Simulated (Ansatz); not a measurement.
LaSi₂Ni₂:
Space group I4/mmm (No. 139); a = b = 4.099 Å, c = 9.687 Å, α = β = γ = 90.00°

```tsv
atom	site	symmetry	x	y	z
La	2a	4/mmm	0.0000	0.0000	0.0000
Si	4e	4mm	0.0000	0.0000	0.3649
Ni	4d	-4m2	0.0000	0.5000	0.2500
```
(The calculation used a cell of 5 atoms; values per cell refer to that cell.)

Relaxed with r²SCAN.

Question: Which orbitals make up the states near the Fermi level in r²SCAN (plane waves, PAW; program Ansatz)?

Answer: Within 0.5 eV of the Fermi level: Ni 3d 49 %, Si 3p 22 %, La 5d 19 %. Projections are on Löwdin-orthogonalised atomic valence shells; empty p or d shells of many metals are not among them.

Question: Tabulate the density of states.

Answer: States/eV per cell of 5 atoms, in 0.25 eV bins, energy from the Fermi level.

```tsv
E (eV)	total	Ni 3d	La 4f	Si 3p
-7.85	1.43	0.12	0.01	0.18
-7.60	1.31	0.12	0.01	0.16
-7.35	1.18	0.13	0.01	0.14
-7.10	0.84	0.12	0.01	0.08
-6.85	0.18	0.04	0.00	0.01
-6.60	0.00	0.00	0.00	0.00
-6.35	0.00	0.00	0.00	0.00
-6.10	0.00	0.00	0.00	0.00
-5.85	0.00	0.00	0.00	0.00
-5.60	0.02	0.00	0.00	0.01
-5.35	0.53	0.09	0.00	0.23
-5.10	2.11	0.37	0.01	1.00
-4.85	2.64	0.48	0.02	1.29
-4.60	2.24	0.46	0.02	1.07
-4.35	2.39	0.64	0.02	1.10
-4.10	1.87	0.63	0.01	0.79
-3.85	1.54	0.60	0.01	0.59
-3.60	3.20	1.49	0.02	1.18
-3.35	6.68	3.54	0.03	2.24
-3.10	6.84	3.71	0.04	2.30
-2.85	7.87	5.26	0.05	1.83
-2.60	9.38	6.92	0.05	1.57
-2.35	5.10	4.24	0.03	0.39
-2.10	10.78	9.27	0.04	0.57
-1.85	13.85	12.47	0.06	0.53
-1.60	8.94	8.05	0.04	0.40
-1.35	2.22	1.50	0.02	0.37
-1.10	3.69	1.90	0.04	0.76
-0.85	1.88	0.99	0.03	0.35
-0.60	4.43	2.73	0.04	0.84
-0.35	5.56	2.97	0.06	1.15
-0.10	4.49	2.12	0.07	1.06
0.15	2.81	1.16	0.08	0.66
0.40	2.11	0.73	0.09	0.51
0.65	1.87	0.57	0.11	0.48
0.90	1.61	0.42	0.13	0.44
1.15	1.24	0.29	0.12	0.35
1.40	0.80	0.18	0.09	0.23
1.65	1.17	0.21	0.22	0.29
1.90	2.04	0.32	0.49	0.43
2.15	2.94	0.38	0.82	0.54
2.40	2.92	0.27	1.20	0.48
2.65	4.12	0.26	2.31	0.40
2.90	7.05	0.26	4.92	0.34
3.15	11.69	0.19	10.26	0.20
3.40	25.25	0.34	22.71	0.25
```

The first step of the workflow began from a Materials Project structure, measured or hypothetical; the Crystallography Open Database files this formula in space group No. 139, but the cells were not matched. Its standing as an ambient phase is unchecked. The r²SCAN relaxation kept the symmetry of its start; whether a distortion lowers the energy is not shown. No spin polarisation was allowed. Spin–orbit coupling is left out wherever it is not named.

Potentials: the later of the program's two PAW sets.
